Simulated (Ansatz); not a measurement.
WS₂ (started from an entry of an open crystallographic database), relaxed with r2SCAN+rVV10 in Ansatz 0.2.0. It is hexagonal, P6_3/mmc (No. 194); conventional cell a = 3.170 Å, c = 12.491 Å, 18.12 Å³ an atom. Around W lie 6 S at 2.41 Å; around S lie 3 W at 2.41 Å.

The axes x, y and z are those of this cell:
```xyz
6
Lattice="3.1699 0.0000 0.0000 -1.5850 2.7453 0.0000 0.0000 0.0000 12.4911" Properties=species:S:1:pos:R:3 pbc="T T T"
W     0.0000    1.8302    3.1228
W     1.5850    0.9151    9.3683
S     0.0000    1.8302    7.8056
S     1.5850    0.9151    1.5600
S     0.0000    1.8302   10.9311
S     1.5850    0.9151    4.6855
```

Unstrained: PBE gives an indirect gap of 1.042 eV, from Γ to Γ–K (0.52 of the way from Γ); the least direct gap is 1.773 eV at K. The r2SCAN gap is indirect, 1.151 eV (Γ to Γ–K (0.52 of the way from Γ)), below the direct gap of 1.898 eV at K. With HSE06 the valence top lies at Γ and the conduction bottom at Γ–K (0.52 of the way from Γ), 1.573 eV higher; the smallest vertical gap, at K, is 2.258 eV. Meshes: PBE 12×12×2, r2SCAN 12×12×2, HSE06 6×6×2. Strains are changes of length per length. After each strain the atoms were relaxed again with r2SCAN+rVV10 within the symmetry that the strain leaves, so tilts or polar shifts that break it weren't tested; points keep the names that they have in the unstrained zone. Spin-unpolarised throughout; all numbers are computed.

Q: Estimate what isotropic -4.56 % on every length does to the gap.

A: PBE: the gap goes from 1.042 to 0.752 eV (-0.290 eV); the edges go from Γ → Γ–K (0.52) to Γ → Γ–K (0.54). r2SCAN: the gap goes from 1.151 to 0.870 eV (-0.281 eV); the edges go from Γ → Γ–K (0.52) to Γ → Γ–K (0.54). HSE06: the gap goes from 1.573 to 1.251 eV (-0.322 eV); the edges go from Γ → Γ–K (0.52) to Γ → Γ–K (0.54).

Q: Estimate what uniaxial +4.59 % along z, other directions held does to the gap.

A: PBE: the gap goes from 1.042 to 1.262 eV (+0.220 eV). r2SCAN: the gap goes from 1.151 to 1.377 eV (+0.226 eV). HSE06: the gap goes from 1.573 to 1.816 eV (+0.243 eV).

Q: Estimate what uniaxial -0.92 % along y, other directions held does to the gap.

A: PBE: the gap goes from 1.042 to 1.044 eV (+0.002 eV). r2SCAN: the gap goes from 1.151 to 1.155 eV (+0.004 eV). HSE06: the gap goes from 1.573 to 1.577 eV (+0.004 eV).

Spin-orbit coupling is left out, which matters wherever the heavy atoms make up the band edges.

Where an edge lies off the special points, it is a point of the mesh or the k point where a search put PBE's edge or least direct gap, reused for the other functionals, whose own edges may lie a little apart.

The meshes of the hybrids are coarse, so their gaps aren't converged to the digits shown.
